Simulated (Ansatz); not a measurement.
Al2W, first-principles data

Al$_{2}$W:
```yaml
crystal:
  lattice:
    - [0.00000, 4.14417, 4.45053]
    - [2.46433, 0.00000, 4.45053]
    - [2.46433, 4.14417, 0.00000]
  atoms:
    - { symbol: Al, position: [0.08324, 0.41676, 0.08324] }
    - { symbol: Al, position: [0.41676, 0.08324, 0.41676] }
    - { symbol: Al, position: [0.16676, 0.83324, 0.16676] }
    - { symbol: Al, position: [0.83324, 0.16676, 0.83324] }
    - { symbol: W, position: [0.75000, 0.75000, 0.75000] }
    - { symbol: W, position: [0.50000, 0.50000, 0.50000] }
```

Space group Fddd (No. 70); conventional cell a = 4.9287 Å, b = 8.2883 Å, c = 8.9011 Å, α = β = γ = 90.00°.

Method: plane-wave PAW r²SCAN (Ansatz code). Structure relaxed to zero pressure with the same functional. Other levels are named where they apply.

Cell and energy:

| Item | Value |
|---|---|
| Volume per atom | 15.15 Å³ |
| Density | 8.69 g/cm³ |
| Formation energy from the elements (no fitted shifts) | -0.072 eV/atom |

Electronic structure:

| Property | Result |
|---|---|
| Electronic character | metallic (no gap) |
| Density of states at the Fermi level | 0.40 states/eV per atom (mean over ±0.08 eV) |

Mechanics:

| Quantity | Value |
|---|---|
| Bulk modulus (Birch–Murnaghan fit) | 171 GPa |
| Pressure derivative B′ | 4.1 |

Charges:

| Item | Result |
|---|---|
| Bader charges | Al +1.36, W -2.71 e |

The start of the workflow was typed in or built on a structure type; neither database checked (COD, Materials Project) lists it. Whether it is the stable phase at ambient conditions was not checked. Symmetry was held in the r²SCAN relaxation; whether a distortion lowers the energy is not shown. No spin polarisation was allowed. Axis ratios of metals converge slowly with the k-mesh, so a and c are less sure than the volume. The references are the lowest solids computed at this level, not always the standard phases. Spin–orbit coupling is left out wherever it is not named.

Potentials: the later of the program's two PAW sets.
